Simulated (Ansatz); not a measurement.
IrO3 (ReO3 type, Pm-3m), DFT-PBEsol in the program Ansatz with PAW potentials, all energies at zero smearing, with the estimated change up to a 700 eV cutoff added, with one set of potentials and settings (totals compare only within such a set). Cell of 4 atoms (1 Ir, 3 O): -13475.665 eV.

```
element                            reference phase  E (eV/atom)
-------  -----------------------------------------  -----------
Ir                      Fm-3m, 1 atoms in the cell  -11799.0386
O        C2/m, 4 atoms in the cell, spin-polarised    -558.3554
```

Formation energy per atom, worked out: (-13475.665 − 1×(-11799.0386) − 3×(-558.3554))/4 = -0.390 eV/atom (-38 kJ per mol of atoms), at 0 K, without zero-point energy or fitted corrections.

The first step of the workflow began from a Materials Project structure, measured or hypothetical; the Crystallography Open Database copy checked does not list it. Its standing as an ambient phase is unchecked. The PBEsol relaxation kept the symmetry of its start; whether a distortion lowers the energy is not shown. The run is not spin-polarised. The references are the lowest solids computed at this level, not always the standard phases (solids in place of the gases). Scalar-relativistic: spin–orbit coupling is off unless named, which matters more the heavier the elements.

Potentials: the later of the program's two PAW sets.
